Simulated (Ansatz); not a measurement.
Space group I-4m2 (No. 119). a = 3.905 Å, b = 3.905 Å, c = 16.810 Å, α = 90.00°, β = 90.00°, γ = 90.00°
```
atom  site  symmetry       x       y       z
  Be    2a      -4m2  0.0000  0.0000  0.0000
  Zn    4e      2mm.  0.5000  0.5000  0.1614
  Se    4f      2mm.  0.5000  0.0000  0.4281
  Se    2c      -4m2  0.0000  0.5000  0.2500
```

Equation of state of this BeZn2Se3 structure (not necessarily the ground state), with shape and atoms relaxed at each volume where symmetry leaves them free. Method: DFT PBE, scalar-relativistic, plane waves, PAW in Ansatz 0.2.0.

Settings: cutoff 420 eV, Γ-centred mesh 10×10×10 on the computed 6-atom cell, Gaussian smearing of 0.02 eV; no spin polarisation.

| V (Å³/atom) | E − E(largest V) (meV/atom) | P (GPa) | gap on mesh (eV) |
| --- | --- | --- | --- |
| 19.441 | 4.88 | 7.21 | 2.25 |
| 20.082 | -18.23 | 4.42 | 2.10 |
| 20.723 | -31.01 | 2.04 | 1.96 |
| 21.364 | -34.99 | 0.01 | 1.83 |
| 22.004 | -31.47 | -1.72 | 1.70 |
| 22.645 | -21.56 | -3.20 | 1.58 |
| 23.500 | 0.00 | -4.83 | 1.43 |

Question: Fit a third-order Birch–Murnaghan equation, E = E0 + (9V0B0/16)·[(x − 1)³B0' + (x − 1)²(6 − 4x)] with x = (V0/V)^(2/3), to E(V).

Answer: V0 = 21.37 Å³/atom, B0 = 62 GPa, B0' = 4.3.

The cell was found from a structure generator's guess, not taken from experiment.
